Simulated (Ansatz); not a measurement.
TiC (rock salt, space group No. 225) under volume change, PBEsol in the plane-wave PAW code Ansatz, scaled uniformly.

```csv
V (Å³/atom),E − E(relaxed) (meV/atom),P (GPa)
9.002,78.0,30.37
9.298,32.8,18.68
9.595,(withheld),(withheld)
9.892,0.0,-0.02
10.189,(withheld),(withheld)
10.485,27.0,-13.87
10.782,57.9,-19.38
```

**Question.** Fill in the missing entries.

**Answer.** 
- 10.189, E − E(relaxed) (meV/atom): 7.1
- 10.189, P (GPa): -7.46
- 9.595, E − E(relaxed) (meV/atom): 7.8
- 9.595, P (GPa): 8.63

**Question.** What does a third-order Birch–Murnaghan fit give for V₀, B₀ and B′?

**Answer.** V₀ = 9.89 Å³/atom, B₀ = 267 GPa, B′ = 4.0.

Space group Fm-3m (rock salt). The PBEsol relaxation kept the symmetry of its start; of distortions, only those at the zone centre were tested. The run is not spin-polarised.

Potentials: the later of the program's two PAW sets.
